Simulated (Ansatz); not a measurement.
The elements of this relaxed trial crystal are hidden behind letters.

```
lattice vectors (Å)
  -1.5746    1.5746    8.4313
   1.5746   -1.5746    8.4313
   1.5746    1.5746   -8.4313
fractional positions
X 0.0000 0.0000 0.0000
X 0.6078 0.6078 0.0000
X 0.3922 0.3922 0.0000
Z 0.2044 0.2044 0.0000
Z 0.7956 0.7956 0.0000
```

Computed with Ansatz, DFT PBE, scalar-relativistic, plane waves, PAW. Plane waves to 420 eV, a 16×16×16 mesh through Γ for the 5-atom cell and 0.10 eV Gaussian smearing; no spin polarisation.

| Item | Value |
| --- | --- |
| Space group | I4/mmm (No. 139) |
| Conventional cell | a = 3.149 Å, c = 16.863 Å |
| Volume per atom | 16.72 Å³ |
| Density | 10.15 g/cm³ |
| Energy over the elements | +0.02 eV/atom |
| Gap on the 16×16×16 mesh of the 5-atom cell | 0 eV (a metal) |

Energies are uncorrected and count from the elements' standard states at the same level.

Question: X is a d-block element of period 4 and Z is a d-block element of period 6. Which elements are they?

Answer: X = Ti, Z = W, so the formula is Ti3W2. Density times volume gives a mean mass of 10.15 × 16.72/1.6605 = 102.2 u per atom, and this set has 102.3 u. Among the elements that the hints allow, noble gases aside, only these give it. Ti on a site of symmetry 4/mmm is surrounded by 8 Ti at 2.87 Å, 4 Ti at 3.15 Å and 2 W at 3.45 Å; Ti on a site of symmetry 4mm is surrounded by 4 W at 2.76 Å, 4 Ti at 2.87 Å, 4 Ti at 3.15 Å, 1 W at 3.17 Å and 1 Ti at 3.63 Å; around W lie 4 W at 2.71 Å, 4 Ti at 2.76 Å, 4 W at 3.15 Å, 1 Ti at 3.17 Å and 1 Ti at 3.45 Å.

Spin–orbit coupling, which can matter for W, is left out. Symmetry constrained the relaxation, so the result can be a saddle point.
